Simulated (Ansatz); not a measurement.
Computed energy against volume: CsPbBr3 (cubic perovskite)

CsPbBr₃ (cubic perovskite)

Space group Pm-3m (No. 221); a = 6.003 Å, b = 6.003 Å, c = 6.003 Å, α = 90.00°, β = 90.00°, γ = 90.00°

```csv
atom,site,symmetry,x,y,z
Cs,1a,m-3m,0.0000,0.0000,0.0000
Pb,1b,m-3m,0.5000,0.5000,0.5000
Br,3c,4/mm.m,0.0000,0.5000,0.5000
```

This relaxed cell (volume V₀) is scaled evenly in all directions, its shape held. Symmetry pins the atoms to their sites.

Computed with PBE (plane waves to 420 eV, PAW, scalar-relativistic; Ansatz, an electronic-structure program). k mesh 6×6×6 (Γ-centred), Fermi-Dirac smearing 0.05 eV. E stands for the smeared free energy. Stress and pressure are positive under compression. CsPbBr3 was relaxed with its symmetry unable to fall. Spin-orbit coupling is left out, though Pb is heavy. This is a high-temperature form of CsPbBr3. The zero of ΔE is the relaxed starting cell.

```tsv
a (Å)	ΔE (kJ/mol of atoms)	P (GPa)
5.7956	2.95	2.50
5.8488	1.58	1.74
5.9010	0.67	1.07
5.9523	0.16	0.50
6.0028	0.00	0.00
6.0524	0.14	-0.43
6.1012	0.55	-0.81
6.1492	1.18	-1.13
6.1966	2.01	-1.41
```

Derived quantities:

| Property | Value |
|---|---|
| Pressure at the smallest volume | 2.50 GPa |
| Energy cost of the largest compression | 30.6 meV/atom |
| Energy cost of the largest expansion | 20.9 meV/atom |
| Bulk modulus B₀ (third-order Birch-Murnaghan fit) | 18.5 GPa |
| Pressure derivative B₀′ (fit) | 4.7 |
| Equilibrium volume of the fit | 43.26 Å³/atom |
| Pressure for 5 % compression (fit) | 1.1 GPa |

(A scan under strain: stresses follow from slopes of the energy per volume, elastic moduli from its curvatures.)
